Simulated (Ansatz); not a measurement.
Cs2AgBiBr6:
```
CELL_PARAMETERS angstrom
      0.00000     5.73898     5.73898
      5.73898     0.00000     5.73898
      5.73898     5.73898     0.00000
ATOMIC_POSITIONS crystal
  Bi 0.00000 0.00000 0.00000
  Ag 0.50000 0.50000 0.50000
  Cs 0.25000 0.25000 0.25000
  Cs 0.75000 0.75000 0.75000
  Br 0.25135 0.74865 0.25135
  Br 0.25135 0.74865 0.74865
  Br 0.74865 0.25135 0.74865
  Br 0.74865 0.25135 0.25135
  Br 0.25135 0.25135 0.74865
  Br 0.74865 0.74865 0.25135
```

Relaxed with PBE. Special points in fractions of this cell's reciprocal vectors: Γ (0.000, 0.000, 0.000); X (0.500, 0.000, 0.500); U (0.625, 0.250, 0.625); K (0.375, 0.375, 0.750); L (0.500, 0.500, 0.500); W (0.500, 0.250, 0.750).

List the band energies nearest the valence-band maximum at these points for the program Ansatz at the PBE level (PAW).

In eV from the valence-band maximum; about four levels below and three above (degenerate sets whole), none deeper than 8.9 eV; points with the same levels are listed once.

| k | below | above |
|---|---|---|
| Γ | -0.99 -0.99 -0.99 -0.56 -0.56 | 2.33 2.33 2.33 |
| X | -1.33 -1.33 -1.00 -0.56 0.00 | 2.76 2.76 3.08 |
| U | -1.30 -1.15 -0.86 -0.18 | 2.30 2.99 3.19 |
| L | -1.27 -1.27 -1.27 -1.26 -1.05 -1.05 | 1.32 3.54 3.54 |
| W | -1.22 -1.22 -1.09 -0.09 | 2.58 2.93 2.93 |

Space group Fm-3m. The cell was relaxed with PBE under the symmetry of its start; phonons show weakly imaginary modes. The run is not spin-polarised. Spin–orbit coupling is left out wherever it is not named.

Potentials: the later of the program's two PAW sets.
